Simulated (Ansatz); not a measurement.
The numbers come from plane-wave PAW DFT (Ansatz): PBE0, no spin polarisation, 420 eV, 3×3×1 Γ-centred k points, fermi-dirac occupations (width 0.1 eV). Nothing was relaxed.

Computed maps in the lattice plane spanned by a (left to right, 4.51 Å, 14 points from zero) and b (bottom to top, 4.51 Å, 14 points from zero), 90° apart, at height 0.153 along c. The fields are smooth PAW ones with compensation charges, not the true ones near nuclei.

Valence density. Digits on a logarithmic scale: 0 up to 0.03 e/Å³, each further digit a factor of 1.6, 9 from 1.3 e/Å³ up:
```
33357999997533
33346899986433
55445677765445
77654455544567
99864444444689
99975444445799
99975444445799
99975444445799
99864444444689
77654455544567
55445677765445
33346899986433
33357999997533
23357999997533
```

**Question.** The cell is CsTl₄P₃. Which atoms lie within 0.2 Å of this plane, and where (fractions of a and b)?

**Answer.** Tl at (0.00, 0.50), Tl at (0.50, 0.00). The whole cell:
```yaml
crystal:
  lattice:
    - [4.51384, 0.00000, 0.00000]
    - [0.00000, 4.51384, 0.00000]
    - [0.00000, 0.00000, 11.41646]
  atoms:
    - { symbol: Cs, position: [0.00000, 0.00000, 0.50000] }
    - { symbol: P, position: [0.50000, 0.50000, 0.27771] }
    - { symbol: P, position: [0.50000, 0.50000, 0.72229] }
    - { symbol: P, position: [0.00000, 0.00000, 0.00000] }
    - { symbol: Tl, position: [0.00000, 0.50000, 0.15339] }
    - { symbol: Tl, position: [0.50000, 0.00000, 0.15339] }
    - { symbol: Tl, position: [0.00000, 0.50000, 0.84661] }
    - { symbol: Tl, position: [0.50000, 0.00000, 0.84661] }
```

Origin: a known structure type with other elements, at an estimated volume, so it need not be a known compound. Caveats: hybrid functional on a coarse k mesh.
